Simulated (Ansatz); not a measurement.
One crystal and one scan (energy against volume) at two levels, PBEsol (plane waves to 420 eV, PAW, scalar-relativistic; Ansatz, a first-principles code) and PBE (plane waves to 420 eV, PAW, scalar-relativistic; Ansatz), each from its own relaxed cell and on its own mesh. The cell shown is that of PBEsol.

CdSe (zinc blende)

```yaml
crystal:
  lattice:
    - [0.00000, 3.04101, 3.04101]
    - [3.04101, 0.00000, 3.04101]
    - [3.04101, 3.04101, 0.00000]
  atoms:
    - { symbol: Se, position: [0.75000, 0.75000, 0.75000] }
    - { symbol: Cd, position: [0.00000, 0.00000, 0.00000] }
```

This relaxed cell (volume V₀) is scaled evenly in all directions, its shape held. Symmetry pins the atoms to their sites.

The energy includes the smearing's −TS. CdSe was relaxed with its symmetry unable to fall. The PAW data are Ansatz's earlier set. Percentages come from the unrounded values. Both scans cover V/V₀ from 0.840 to 1.160.

Results of PBEsol:

| Property | Result |
|---|---|
| Lattice constant a (Å) | 6.082 |
| Pressure at the smallest volume (GPa) | 13.7 |
| Energy cost of the largest compression (meV/atom) | 162.7 |
| Energy cost of the largest expansion (meV/atom) | 88.3 |
| Bulk modulus B₀ (third-order Birch-Murnaghan fit) (GPa) | 52.0 |
| Pressure for 5 % compression (fit) (GPa) | 3.0 |

### Question
What does PBE give for the same quantities?

### Answer
```csv
quantity,PBE,PBEsol − PBE
Lattice constant a (Å),6.196,-0.114 (-1.8 %)
Pressure at the smallest volume (GPa),11.7,+2.0 (+17 %)
Energy cost of the largest compression (meV/atom),147.6,+15.1 (+10 %)
Energy cost of the largest expansion (meV/atom),80.3,+8.0 (+9.9 %)
Bulk modulus B₀ (third-order Birch-Murnaghan fit) (GPa),44.7,+7.3 (+16 %)
Pressure for 5 % compression (fit) (GPa),2.6,+0.4 (+16 %)
```

PBEsol gives the higher value for: pressure at the smallest volume; energy cost of the largest compression; energy cost of the largest expansion; bulk modulus B₀; pressure for 5 % compression. PBEsol gives the lower value for: lattice constant a. For the lattice constant a the reference is 6.077 Å (measured, room temperature or unstated; as given in arXiv:1206.3780): it holds thermal shifts, so no verdict is drawn. 

(A scan under strain: stresses follow from slopes of the energy per volume, elastic moduli from its curvatures.)
